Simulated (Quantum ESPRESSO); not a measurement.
## Si2AlO5F (convergence and cost over cutoff and k mesh)

A calculation, not a measurement. The program is pw.x of Quantum ESPRESSO 7.5 (plane-wave density functional theory). The cell is made up: 9 atoms on a quartz lattice, with randomly drawn elements, strain and displacements, not relaxed. PseudoDojo standard norm-conserving files (v0.5 for PBE, v0.4.1 for LDA and PBEsol) set the functional; there is no spin polarisation, spin-orbit coupling or dispersion term, and the masses in the input are unused placeholders.

Input of the run in row 2:

```
&control calculation='scf', pseudo_dir='./dojo.nc.sr.pbe.v0_5.standard.upf', outdir='./o', disk_io='medium', tprnfor=.true., tstress=.true. /
&system ibrav=0, nat=9, ntyp=4, nbnd=30, ecutwfc=84.00895049, nosym=.true., tot_charge=0,
 occupations='smearing', smearing='fd', degauss=0.0018374661
/
&electrons conv_thr=7.350e-09, electron_maxstep=60, /
ATOMIC_SPECIES
Al 1.0 Al.upf
F 1.0 F.upf
O 1.0 O.upf
Si 1.0 Si.upf
CELL_PARAMETERS angstrom
5.0257 0.0441 0.0166
-2.4746 4.3943 -0.0289
0.0182 -0.0262 5.6466
ATOMIC_POSITIONS angstrom
Si 2.3674 0.0033 3.7745
Si -1.1302 2.0878 1.8491
Al 1.3416 2.3523 0.0076
O 1.4058 1.1543 4.4725
O 3.3246 0.6751 2.5526
O 2.8584 2.6627 0.6746
O 0.2566 1.8384 1.2285
F -1.0662 3.2119 3.0974
O 0.8224 3.7183 4.9425
K_POINTS automatic
5 5 4 1 1 1
```

The same cell was run at these settings. Meshes are shifted by half a step, and differences are from the last row, which is itself not exact.

```
cutoff (eV)     k mesh  k points solved  threshold (eV)  free energy less the last row's (eV)  pressure (GPa)  largest stress difference (GPa)  largest force difference (eV/Å)  iterations  wall time (s)  k-point pools              processor
        800  2 x 2 x 2                4           1e-04                                 0.965           -7.23                             8.85                            0.018           8             25              1  AMD EPYC, Zen 5 class
       1143  5 x 5 x 4               50           1e-07                                 0.002            1.54                             0.02                            0.002          11            365              1  AMD EPYC, Zen 5 class
       1437  7 x 7 x 6              147           1e-07                                 0.000            1.55                             0.00                            0.000          11           2090              1  AMD EPYC, Zen 5 class
```

Each pool is one process. Wall times include start-up and a band step at six k points, which weighs most on the coarsest meshes. The runs were on shared virtual cores whose load varied, so times are rough.